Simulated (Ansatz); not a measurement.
A geometry of AlRu away from equilibrium: step 2 of the relaxation of a relaxed AlRu cell, doubled along one cell vector, shaken by Gaussian noise of σ = 0.08 Å a coordinate. These are PBE (plane waves to 420 eV, PAW, scalar-relativistic; Ansatz, a program for electronic structure) values and carry that method's errors. Γ-centred k-mesh 11×11×4 on the run's cell (coarser than for final values), Fermi–Dirac smearing 0.05 eV. The plane waves were selected for a different cell earlier on the path.

```xyz
8
Lattice="1.4849 -4.5703 -0.0040 1.4400 4.5557 0.0057 0.0047 0.0087 8.2903" Properties=species:S:1:pos:R:3 pbc="T T T"
Al     1.4191    -0.8669     3.0386
Al     1.4727    -0.8709     7.1886
Al     1.4906     0.8434     0.9645
Al     1.4474     0.8182     5.1165
Ru     1.5479    -3.3002     3.0496
Ru     1.4964    -3.3187     7.1599
Ru     1.4601     3.3129     0.9384
Ru     1.4734     3.2541     5.1284
```

**Question.** Give the Cartesian forces on all atoms (eV/Å).

**Answer.** 
```json
[
 {"atom": "Al1", "Fx": "0.39", "Fy": "0.25", "Fz": "-0.09"},
 {"atom": "Al2", "Fx": "0.05", "Fy": "0.27", "Fz": "-0.13"},
 {"atom": "Al3", "Fx": "0.03", "Fy": "-0.01", "Fz": "0.01"},
 {"atom": "Al4", "Fx": "0.32", "Fy": "-0.31", "Fz": "-0.06"},
 {"atom": "Ru5", "Fx": "-0.35", "Fy": "-0.30", "Fz": "-0.17"},
 {"atom": "Ru6", "Fx": "0.06", "Fy": "-0.16", "Fz": "0.16"},
 {"atom": "Ru7", "Fx": "-0.19", "Fy": "-0.05", "Fz": "0.40"},
 {"atom": "Ru8", "Fx": "-0.31", "Fy": "0.31", "Fz": "-0.13"}
]
```

The path ends in Pm-3m (No. 221) (CsCl type). No spin polarisation in the result.

Of the parent cell (Cmcm (No. 63)): it is a generated cell of AlRu: the first start was made by placing the elements on the sites of a structure type, and the end was not matched to a known phase here, so it may be hypothetical.
